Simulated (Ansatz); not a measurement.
Ti5Si3:
Space group P6₃/mcm (No. 193); a = b = 7.4461 Å, c = 5.1089 Å, α = β = 90.00°, γ = 120.00°

| atom | site | symmetry | x | y | z |
|---|---|---|---|---|---|
| Ti | 4d | 3.2 | 0.3333 | 0.6667 | 0.0000 |
| Ti | 6g | m2m | 0.2505 | 0.2505 | 0.7500 |
| Si | 6g | m2m | 0.3919 | 0.3919 | 0.2500 |

Relaxed at zero pressure with the program Ansatz at the r²SCAN level (PAW).

Task: The volume is raised by 6 % and shape and atoms relax at that volume. What pressure results, and how do the axes share the change?

Result: -7.6 GPa; a 1.8 %, b 1.8 %, c 2.3 %; the energy rises by 23 meV/atom.

Task: Give the new structure.

Result: 
Space group P6₃/mcm (No. 193); a = b = 7.5780 Å, c = 5.2285 Å, α = β = 90.00°, γ = 120.00°

```tsv
atom	site	symmetry	x	y	z
Ti	4d	3.2	0.3333	0.6667	0.0000
Ti	6g	m2m	0.2542	0.2542	0.7500
Si	6g	m2m	0.3902	0.3902	0.2500
```

The phase is kept; no other phase was compared at this pressure.

Space group P6_3/mcm. The first step of the workflow began from a Materials Project structure, measured or hypothetical; the Crystallography Open Database files this formula in space group No. 193, but the cells were not matched. Whether it is the stable phase at ambient conditions was not checked. The cell was relaxed with r²SCAN under the symmetry of its start; its stability against distortions is not shown here. The run is not spin-polarised.

Potentials: the later of the program's two PAW sets.
